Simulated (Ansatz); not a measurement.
## Calculated with Ansatz: Te$_{2}$Mo, settings compared

The input file (Ansatz 0.2.0, plane waves):

```yaml
crystal:
  lattice:
    - [1.752612, 3.035611, 0.0]
    - [-1.752612, 3.035611, 0.0]
    - [0.0, 0.0, 13.752245]
  atoms:
    - { symbol: Te, position: [0.3333, 0.3334, 0.625] }
    - { symbol: Te, position: [0.6666, 0.6667, 0.125] }
    - { symbol: Te, position: [0.3333, 0.3334, 0.875] }
    - { symbol: Te, position: [0.6667, 0.6667, 0.375] }
    - { symbol: Mo, position: [0.3333, 0.3334, 0.25] }
    - { symbol: Mo, position: [0.6666, 0.6667, 0.75] }
  symmetry: { tolerance: 0.0003 }
kpoints:
  mp_grid: { grid: [6, 6, 2], shift: [0, 0, 0] }
magnetization:
  spin_polarized: false
scf:
  occupations: { method: fermi_dirac }
hamiltonian:
  pseudopotentials: { kind: paw }
  xc: pbe
basis:
  ecutwfc: 420
output:
  forces: true
  stress: true
  eigenvalues: true
```

Launch command:

```bash
ansatz run input.yaml --threads 1 --pin off --max-ram 2560MiB --backend cpu --events-out ev --progress --plain --runs-dir out
```

Origin of the cell: a known structure type with other elements, at an estimated volume, so it need not be a known compound.

The smearing width isn't typed, so it takes its default of 0.1 eV.

Output of this run (shortened):

```
Warning: the atoms were moved onto the symmetric positions of the space group found under crystal.symmetry.tolerance 3.0e-4 (fractional; no operation is sought that the atoms, as they stand i […]
Pseudopotentials: kind: paw
Pseudopotential: Te, paw, valence charge 16, recommended cutoff 420 eV (normal), Te.paw.azcp
Pseudopotential: Mo, paw, valence charge 14, recommended cutoff 420 eV (normal), Mo.paw.azcp
Functional definition: PBE
  exchange = pbe_x(kappa = kappa, mu = beta*pi^2/3)
  correlation = pbe_c(beta = beta)
Crystal: 6 atoms, lattice volume = 146.331 Å³
Basis set: ecut = 420 eV, 2835 PW (Γ), exchange–correlation on 48×48×192 points (8 copies of the dense FFT grid, shifted against one another)
Bands: 56, of which v1, the nominal top of the filled ones, is band 46 counted from 1 (45 counted from 0)
Symmetry: 24 space group operations
Space group: P63/mmc (ITA 194), of the structure as read, at distance tolerance 1.6e-3 Å
[… 5 lines left out …]
Initial density: superposition of atomic densities (neutral atoms: chi_scale 0, normalization atom), corrected by the library's trained network
Functional: x = pbe(κ = 0.804, μ = 0.219515), c = pbe(β = 0.066725)
SCF iter   1: F=—  HF=-37833.035847 eV  Δρ=4.30e-3  dr2=9.71e-3
SCF iter   2: F=—  HF=-37833.043309 eV  Δρ=2.52e-3  dr2=2.86e-3
SCF iter   3: F=—  HF=-37833.047374 eV  Δρ=6.82e-4  dr2=1.86e-3
SCF iter   4: F=—  HF=-37833.047252 eV  Δρ=1.41e-4  dr2=2.71e-5
SCF iter   5: F=—  HF=-37833.047255 eV  Δρ=6.74e-5  dr2=7.64e-6
SCF iter   6: F=—  HF=-37833.047273 eV  Δρ=1.75e-5  dr2=6.11e-7
SCF iter   7: F=-37833.047274 eV  HF=-37833.047274 eV  Δρ=4.53e-6  dr2=3.52e-8
SCF 1 converged in 7 iterations: F = -37833.047274 eV  dr2 = 3.52e-8
SCF converged after 7 iterations
Free energy (F): -37833.047274 eV
Harris-Foulkes:  -37833.047274 eV  (|F-HF|=2.61e-8)
Internal energy: -37833.041046 eV  (E = F + TS)
E sigma→0 (E₀):  -37833.044160 eV
Entropy (-TS):   -0.006229 eV (-1.038 meV/atom)
Fermi energy:    13.283575 eV
--- Per-component energies (eV) ---
  E_band       = -1113.204288
  E_kinetic    = 1618.379462
  E_local      = -7607.353771  (includes V_loc(G=0)·N_el)
  E_nonlocal   = -951.472804
  E_hartree    = 4260.189462
  E_xc         = -869.361936
  E_vxc        = -881.785012  (∫ρ·V_xc dr)
  E_paw        = -25054.750364  (= ΣΔE_a)
  E_vpaw       = -1811.358791  (= ΣTr[D̂ρ^β])
  E_aug_tail   = -0.000619  (compensation charges beyond the density's cutoff)
  E_ewald      = -9228.670477
  E_smearing   = -0.006229  (= −TS)
  Σ components = -37833.047274   (vs F -37833.047274, Δ=0.00e0)
--- Forces (eV/Å), atoms counted from 1 ---
  atom   1  Te    -0.000000     0.000000    -1.577129
  atom   2  Te    -0.000000     0.000000    -1.577129
  atom   3  Te    -0.000000     0.000000     1.577129
  atom   4  Te    -0.000000     0.000000     1.577129
  atom   5  Mo     0.000000    -0.000000     0.000000
  atom   6  Mo     0.000000     0.000000     0.000000
  max |Σ_I F_I| component: 2.22e-16 eV/Å
--- Stress (GPa, compression-positive) ---
        7.557498       0.000000       0.000000
        0.000000       7.557498       0.000000
        0.000000       0.000000      13.724950
  P = ⅓ Tr σ = 9.6133 GPa (96.133 kbar)
```

The same input was run again with these changes:

1. `scf.initial_density.chi_scale` default → 0.0; `scf.lower_state_search` default → light
2. `kpoints.mp_grid.grid` [6, 6, 2] → [5, 5, 2]; `basis.xc_grid` default → 2
3. `scf.occupations.method` fermi_dirac → methfessel_paxton; `scf.occupations.width` default → 0.05; `hamiltonian.xc` pbe → revpbe; `scf.convergence.dr2_threshold` default → 1.0e-05
4. `scf.initial_density.chi_scale` default → 0.1; `scf.n_extra_bands` default → 32

```csv
run,end,SCF iterations,P (GPa),max force component (eV/Å),moment (μB),ΔE(σ→0) (meV/atom)
base,converged,7,9.61,1.577,–,0
1,converged,8,9.61,1.577,–,0.00
2,converged,7,9.62,1.568,–,-0.41
3,converged,5,11.08,1.651,–,–
4,converged,9,9.61,1.577,–,0.00
```

Energies are compared only where functional, datasets, charge and starting cell are the same.

Not properties of the system: run 3 (too coarse or loose: `scf.convergence.dr2_threshold` = 1.0e-05).

Caveats of the base run: no moments, though an odd count or open d shells may carry them; no spin-orbit coupling, though heavy elements are present; the k mesh is coarse if the cell is a metal.

Run 3: forces of this functional can be a tenth off on datasets made under PBE; the SCF threshold is loose for forces.

The base run took 2.9 s on 1 thread of Intel(R) Xeon(R) Gold 6455B (Sapphire Rapids) (shared host), peak memory 0.46 GiB, from the program's own first density.
